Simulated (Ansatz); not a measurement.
The start is a generated cell, MgS built in the GeS structure type. The structure is fully relaxed (lattice and positions, P = 0) with r2SCAN (plane waves to 500 eV, PAW, scalar-relativistic; Ansatz, an electronic-structure program). The first steps use a 4×9×8 k-mesh.

The start:
```
MgS
1.0
   10.34407     0.00000     0.00000
    0.00000     3.59622     0.00000
    0.00000     0.00000     4.24828
Mg S
4 4
Cartesian
  1.26301   0.89905   0.54251
  3.90902   2.69716   2.66664
  9.08106   2.69716   3.70577
  6.43504   0.89905   1.58163
  8.78728   0.89905   2.13391
  6.72881   2.69716   0.00977
  1.55678   2.69716   2.11437
  3.61525   0.89905   4.23851
```

Q: Which atoms feel the largest initial force, and how large is it?

A: 1.33 eV/Å, on S5, S6, S7, S8 (atoms numbered as listed).

Q: What symmetry does the relaxed structure have?

A: The space group goes from Pnma (No. 62) to Fm-3m (No. 225); the end is rock salt type, with 2 atoms in the primitive cell.

Q: By how much does the energy per atom fall from start to end?

A: 0.63 eV/atom.

Q: How does the volume change?

A: -10.9 %, from 19.75 to 17.61 Å³/atom.

Q: How do the shortest distances between atoms change?

A: The closest pairs of elements (up to four, under 3.6 Å), start → end: Mg–S 2.41 → 2.60 Å; Mg–Mg 3.29 → 3.68 Å; S–S 3.46 → 3.68 Å.

Q: Write out the relaxed structure.

A: 
Space group Fm-3m (No. 225); a = b = c = 5.203 Å, α = β = γ = 90.00°

```json
[
 {"atom": "Mg", "site": "4b", "symmetry": "m-3m", "x": "0.5000", "y": "0.5000", "z": "0.5000"},
 {"atom": "S", "site": "4a", "symmetry": "m-3m", "x": "0.0000", "y": "0.0000", "z": "0.0000"}
]
```
(The calculation used a cell of 2 atoms; values per cell refer to that cell.)

Final values are on a 11×11×11 k-mesh of the relaxed cell. No spin polarisation in the result.

The run could not lose the symmetry of its start.
